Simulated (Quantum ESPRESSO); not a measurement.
# Si2AlN3S: finding a planted mistake in a log

Computed values, not a measurement. The program is pw.x of Quantum ESPRESSO 7.5 (plane-wave density functional theory). The cell is made up: 7 atoms on a zincblende/diamond lattice with one site empty, with randomly drawn elements, strain and displacements, not relaxed. PseudoDojo standard norm-conserving files (v0.5 for PBE, v0.4.1 for LDA and PBEsol) set the functional; there is no spin polarisation, spin-orbit coupling or dispersion term, and the masses in the input are unused placeholders.

Intended input:

```
&control calculation='scf', pseudo_dir='./dojo.nc.sr.pbe.v0_5.standard.upf', outdir='./o', disk_io='medium', tprnfor=.true., tstress=.true. /
&system ibrav=0, nat=7, ntyp=4, nbnd=22, ecutwfc=84.00895049, nosym=.true., tot_charge=0,
 occupations='smearing', smearing='fd', degauss=0.0018374661
/
&electrons conv_thr=7.350e-09, electron_maxstep=60, /
ATOMIC_SPECIES
Al 1.0 Al.upf
N 1.0 N.upf
S 1.0 S.upf
Si 1.0 Si.upf
CELL_PARAMETERS angstrom
4.5436 0.0202 -0.0282
0.0202 4.5065 0.068
-0.0282 0.068 4.5426
ATOMIC_POSITIONS angstrom
Si -0.0079 0.0525 -0.0236
Al 0.0294 2.1929 2.2227
Si 2.3095 2.2712 -0.0224
N 1.1052 1.1751 1.1454
S 1.1903 3.3491 3.4153
N 3.3804 1.1424 3.5241
N 3.3377 3.4109 1.1448
K_POINTS automatic
4 4 4 1 1 1
```

The log is shortened where brackets say so; the opening notice, blank lines, dates and the lines on written files are dropped, and the path of the files is cut. It prints rydbergs, bohrs and kilobars, and counts compression as positive stress. Where no state is partly filled, the Fermi energy that it prints is only some level between the filled and the empty states on the mesh, and need not lie in the true gap.

Log of the intended run:

```
     Program PWSCF v.7.5
     Parallel version (MPI & OpenMP), running on       1 processor cores
     Number of MPI processes:                 1
     Threads/MPI process:                     1
     [start-up lines left out]
     bravais-lattice index     =            0
     lattice parameter (alat)  =       8.5864  a.u.
     unit-cell volume          =     627.5043 (a.u.)^3
     number of atoms/cell      =            7
     number of atomic types    =            4
     number of electrons       =        32.00
     number of Kohn-Sham states=           22
     kinetic-energy cutoff     =      84.0090  Ry
     charge density cutoff     =     336.0358  Ry
     scf convergence threshold =      7.3E-09
     mixing beta               =       0.7000
     number of iterations used =            8  plain     mixing
     Exchange-correlation= PBE
                           (   1   4   3   4   0   0   0)
     [axes and pseudopotential details left out]
   Cartesian axes
     site n.     atom                  positions (alat units)
         1        Si     tau(   1) = (  -0.0017387   0.0115544  -0.0051940  )
         2        Al     tau(   2) = (   0.0064705   0.4826209   0.4891793  )
         3        Si     tau(   3) = (   0.5082826   0.4998534  -0.0049299  )
         4        N      tau(   4) = (   0.2432362   0.2586200   0.2520835  )
         5        S      tau(   5) = (   0.2619653   0.7370813   0.7516508  )
         6        N      tau(   6) = (   0.7439699   0.2514233   0.7755958  )
         7        N      tau(   7) = (   0.7345723   0.7506824   0.2519515  )
     number of k points=    32  Fermi-Dirac smearing, width (Ry)=  0.0018
                       cart. coord. in units 2pi/alat
        k(    1) = (   0.1252235   0.1236010   0.1239583), wk =   0.0625000
        k(    2) = (   0.1267927   0.1198197   0.3740870), wk =   0.0625000
     [further k points left out]
     Dense  grid:    65243 G-vectors     FFT dimensions: (  54,  50,  54)
     Estimated max dynamical RAM per process >      74.77 MB
     Initial potential from superposition of free atoms
     starting charge      31.9963, renormalised to      32.0000
     Starting wfcs are   28 randomized atomic wfcs
     total cpu time spent up to now is        6.8 secs
     per-process dynamical memory:    57.9 Mb
     Self-consistent Calculation
     iteration #  1     ecut=    84.01 Ry     beta= 0.70
     Davidson diagonalization with overlap
     ethr =  1.00E-02,  avg # of iterations =  3.9
     total cpu time spent up to now is       22.2 secs
     total energy              =    -105.00472369 Ry
     estimated scf accuracy    <       1.85403469 Ry
     iteration #  2     ecut=    84.01 Ry     beta= 0.70
     Davidson diagonalization with overlap
     ethr =  5.79E-03,  avg # of iterations =  3.3
     total cpu time spent up to now is       35.8 secs
     total energy              =    -105.04745891 Ry
     estimated scf accuracy    <       4.24897015 Ry
     [iterations 3 to 10 left out]
     iteration # 11     ecut=    84.01 Ry     beta= 0.70
     Davidson diagonalization with overlap
     ethr =  1.46E-09,  avg # of iterations =  2.0
     total cpu time spent up to now is      153.0 secs
     total energy              =    -105.89966967 Ry
     estimated scf accuracy    <       0.00000005 Ry
     iteration # 12     ecut=    84.01 Ry     beta= 0.70
     Davidson diagonalization with overlap
     ethr =  1.43E-10,  avg # of iterations =  2.7
     total cpu time spent up to now is      162.4 secs
     End of self-consistent calculation
     [lines on levels left out]
     the Fermi energy is     7.5811 ev
!    total energy              =    -105.89966968 Ry
     estimated scf accuracy    <          2.2E-09 Ry
     smearing contrib. (-TS)   =      -0.00000000 Ry
     internal energy E=F+TS    =    -105.89966968 Ry
     The total energy is F=E-TS. E is the sum of the following terms:
     one-electron contribution =      -4.34654739 Ry
     hartree contribution      =      20.13199691 Ry
     xc contribution           =     -33.07728218 Ry
     ewald contribution        =     -88.60783702 Ry
     convergence has been achieved in  12 iterations
     Forces acting on atoms (cartesian axes, Ry/au):
     atom    1 type  4   force =    -0.13460686    0.09048877    0.16666469
     atom    2 type  1   force =    -0.19811886   -0.10563291   -0.10885219
     atom    3 type  4   force =     0.25466430   -0.24922704    0.29735210
     atom    4 type  2   force =     0.00901871   -0.01857454   -0.13176748
     atom    5 type  3   force =    -0.03022182    0.26117846   -0.14618293
     atom    6 type  2   force =     0.03743284    0.05789314    0.01800431
     atom    7 type  2   force =     0.06183169   -0.03612589   -0.09521850
     Total force =     0.677707     Total SCF correction =     0.000070
     Computing stress (Cartesian axis) and pressure
          total   stress  (Ry/bohr**3)                   (kbar)     P=      -35.81
  -0.00050219  -0.00089319   0.00103928          -73.87     -131.39      152.88
  -0.00089319  -0.00032180  -0.00006510         -131.39      -47.34       -9.58
   0.00103928  -0.00006510   0.00009360          152.88       -9.58       13.77
     init_run     :      6.44s CPU      6.57s WALL (       1 calls)
     electrons    :    149.37s CPU    155.62s WALL (       1 calls)
     forces       :      2.67s CPU      2.71s WALL (       1 calls)
     stress       :      9.70s CPU      9.77s WALL (       1 calls)
     [timing details left out]
     PWSCF        :   2m48.43s CPU   2m55.01s WALL
     JOB DONE.
```

A second run was made from an input with one planted mistake. Its log:

```
     Program PWSCF v.7.5
     Parallel version (MPI & OpenMP), running on       1 processor cores
     Number of MPI processes:                 1
     Threads/MPI process:                     1
     [start-up lines left out]
     bravais-lattice index     =            0
     lattice parameter (alat)  =       8.5864  a.u.
     unit-cell volume          =     627.5043 (a.u.)^3
     number of atoms/cell      =            7
     number of atomic types    =            4
     number of electrons       =        32.00
     number of Kohn-Sham states=           22
     kinetic-energy cutoff     =      84.0090  Ry
     charge density cutoff     =     336.0358  Ry
     scf convergence threshold =      7.3E-09
     mixing beta               =       0.7000
     number of iterations used =            8  plain     mixing
     Exchange-correlation= PBE
                           (   1   4   3   4   0   0   0)
     [axes and pseudopotential details left out]
   Cartesian axes
     site n.     atom                  positions (alat units)
         1        Si     tau(   1) = (  -0.0017387   0.0115544  -0.0051940  )
         2        Al     tau(   2) = (   0.0064705   0.4826209   0.4891793  )
         3        Si     tau(   3) = (   0.5082826   0.4998534  -0.0049299  )
         4        N      tau(   4) = (   0.2432362   0.2586200   0.2520835  )
         5        S      tau(   5) = (   0.2619653   0.7370813   0.7516508  )
         6        N      tau(   6) = (   0.7439699   0.2514233   0.7755958  )
         7        N      tau(   7) = (   0.7345723   0.7506824   0.2519515  )
     number of k points=     1  Fermi-Dirac smearing, width (Ry)=  0.0018
                       cart. coord. in units 2pi/alat
        k(    1) = (  -0.5008939  -0.4944040  -0.4958332), wk =   2.0000000
     Dense  grid:    65243 G-vectors     FFT dimensions: (  54,  50,  54)
     Estimated max dynamical RAM per process >      74.77 MB
     Initial potential from superposition of free atoms
     starting charge      31.9963, renormalised to      32.0000
     Starting wfcs are   28 randomized atomic wfcs
     total cpu time spent up to now is        1.4 secs
     per-process dynamical memory:    51.1 Mb
     Self-consistent Calculation
     iteration #  1     ecut=    84.01 Ry     beta= 0.70
     Davidson diagonalization with overlap
     ethr =  1.00E-02,  avg # of iterations =  5.0
     total cpu time spent up to now is        1.9 secs
     total energy              =    -104.32387954 Ry
     estimated scf accuracy    <       2.46993245 Ry
     iteration #  2     ecut=    84.01 Ry     beta= 0.70
     Davidson diagonalization with overlap
     ethr =  7.72E-03,  avg # of iterations =  3.0
     total cpu time spent up to now is        2.3 secs
     total energy              =    -103.86372431 Ry
     estimated scf accuracy    <       8.18829699 Ry
     [iterations 3 to 13 left out]
     iteration # 14     ecut=    84.01 Ry     beta= 0.70
     Davidson diagonalization with overlap
     ethr =  3.54E-10,  avg # of iterations =  2.0
     total cpu time spent up to now is        6.5 secs
     total energy              =    -105.46823233 Ry
     estimated scf accuracy    <       0.00000001 Ry
     iteration # 15     ecut=    84.01 Ry     beta= 0.70
     Davidson diagonalization with overlap
     ethr =  3.65E-11,  avg # of iterations =  3.0
     total cpu time spent up to now is        6.8 secs
     End of self-consistent calculation
     [lines on levels left out]
     the Fermi energy is     8.1924 ev
!    total energy              =    -105.46823234 Ry
     estimated scf accuracy    <          2.2E-10 Ry
     smearing contrib. (-TS)   =      -0.00000000 Ry
     internal energy E=F+TS    =    -105.46823233 Ry
     The total energy is F=E-TS. E is the sum of the following terms:
     one-electron contribution =      -4.69530884 Ry
     hartree contribution      =      21.20868369 Ry
     xc contribution           =     -33.37377016 Ry
     ewald contribution        =     -88.60783702 Ry
     convergence has been achieved in  15 iterations
     Forces acting on atoms (cartesian axes, Ry/au):
     atom    1 type  4   force =    -0.16723839    0.12020435    0.17906730
     atom    2 type  1   force =    -0.20043344   -0.11376231   -0.12769213
     atom    3 type  4   force =     0.27654928   -0.26902112    0.31028044
     atom    4 type  2   force =    -0.04409871    0.02171267   -0.16969909
     atom    5 type  3   force =    -0.03206020    0.22007205   -0.12600938
     atom    6 type  2   force =     0.07986111    0.08064332    0.07258495
     atom    7 type  2   force =     0.08742035   -0.05984896   -0.13853208
     Total force =     0.730853     Total SCF correction =     0.000010
     Computing stress (Cartesian axis) and pressure
          total   stress  (Ry/bohr**3)                   (kbar)     P=       10.61
  -0.00017542  -0.00087176   0.00105030          -25.80     -128.24      154.50
  -0.00087176  -0.00007807  -0.00010088         -128.24      -11.48      -14.84
   0.00105030  -0.00010088   0.00046982          154.50      -14.84       69.11
     init_run     :      1.19s CPU      1.24s WALL (       1 calls)
     electrons    :      4.86s CPU      5.45s WALL (       1 calls)
     forces       :      0.14s CPU      0.15s WALL (       1 calls)
     stress       :      0.40s CPU      0.43s WALL (       1 calls)
     [timing details left out]
     PWSCF        :      6.74s CPU      7.45s WALL
     JOB DONE.
```

Question: what was wrong in the second input?

Answer: the k-point mesh is too coarse. The input lines that differ, file-writing options aside:

```
- 4 4 4 1 1 1
+ 1 1 1 1 1 1
```

|  | intended run | run with the mistake |
| --- | --- | --- |
| free energy (eV) | -1440.838 | -1434.968 |
| smearing term -TS (eV) | 0.0000 | 0.0000 |
| pressure (GPa) | -3.58 | 1.06 |
| largest force component (eV/Å) | 7.645 | 7.978 |
| largest change of a force component (eV/Å) |  | 1.403 |
| iterations | 12 | 15 |

For scale, a rerun of the intended cell at 1437 eV and a 6 x 6 x 6 mesh moved values by no more than 0.002 eV in energy, 0.02 GPa in stress and 0.003 eV/Å in force.